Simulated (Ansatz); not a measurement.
Polymorphs of ScSi

15 relaxations of ScSi ended in 11 distinct structures. The numbers are results of PBEsol (plane waves to 420 eV, PAW, scalar-relativistic; Ansatz, a quantum-chemistry and plane-wave program), not measurements.

| # | space group | Pearson | type | E − E(lowest) (eV/atom) | V (Å³/atom) | coordination | runs ending here |
|---|---|---|---|---|---|---|---|
| 1 | Cmcm | oS8 | – | 0.00 | 17.64 | – | 1 |
| 2 | P4/mmm | tP2 | AFLOW prototype AB_tP2_123_a_d (L1_0, as in CuAu) | 0.29 | 16.91 | – | 2 |
| 3 | R-3m | hR2 | – | 0.30 | 18.09 | – | 2 |
| 4 | Immm | oI4 | – | 0.38 | 18.77 | – | 2 |
| 5 | Pm-3m | cP2 | CsCl type | 0.43 | 17.65 | Sc 8 (cubic), Si 8 (cubic) | 1 |
| 6 | Fm-3m | cF8 | rock salt type | 0.49 | 19.62 | Sc 6 (octahedral), Si 6 (octahedral) | 1 |
| 7 | P6₃mc | hP12 | – | 0.56 | 19.84 | – | 1 |
| 8 | P3₁12 | hP6 | – | 0.80 | 21.92 | – | 1 |
| 9 | P6₃/mmc | hP4 | – | 0.89 | 24.98 | – | 1 |
| 10 | Pmmm | oP2 | – | 0.95 | 19.61 | – | 2 |
| 11 | Pmm2 | oP6 | – | 1.16 | 29.20 | – | 1 |

Coordination numbers (neighbours up to the widest gap in distance over summed covalent radii, below 1.35; n+m marks a second, longer set; metal–metal contacts left out). All are gapless at this level. Cmcm, oS8 is the lowest among the structures calculated here.

ScSi is taken in the orthorhombic space group Cmcm (No. 63), Pearson symbol oS8. Conventional cell: a = 3.9473 Å, b = 9.8220 Å, c = 3.6395 Å, α = 90.00°, β = 90.00°, γ = 90.00°. Sc on 4c sees 5 Si at 2.743–2.745 Å and 2 Si at 2.930 Å and 2 Sc at 3.281 Å and 4 Sc at 3.459 Å and 2 Sc at 3.640 Å. Si on 4c sees 2 Si at 2.423 Å and 5 Sc at 2.743–2.745 Å and 2 Sc at 2.930 Å. (Neighbours: up to the widest gap in distance over summed covalent radii, below 1.35, at either atom; cation-cation and far metal-metal contacts left out.)
(The calculation used a cell of 4 atoms; values per cell refer to that cell.)

Probably no minimum, since a slightly shaken restart fell lower: Fm-3m, cF8, rock salt type (by 0.19 eV/atom, to C2/m); Pmmm, oP2 (by 0.66 eV/atom, to P4/mmm). Each run could gain symmetry but not lose that of its start, so entries can be saddle points. From databases, or of a type measured for this composition: Cmcm, oS8; the others are generated cells (placed on structure types, drawn at random, substituted or restacked) that were not matched to a known phase here. Static energies at zero pressure. The runs use different k-meshes, so differences are rounded accordingly. No spin polarisation in the result.
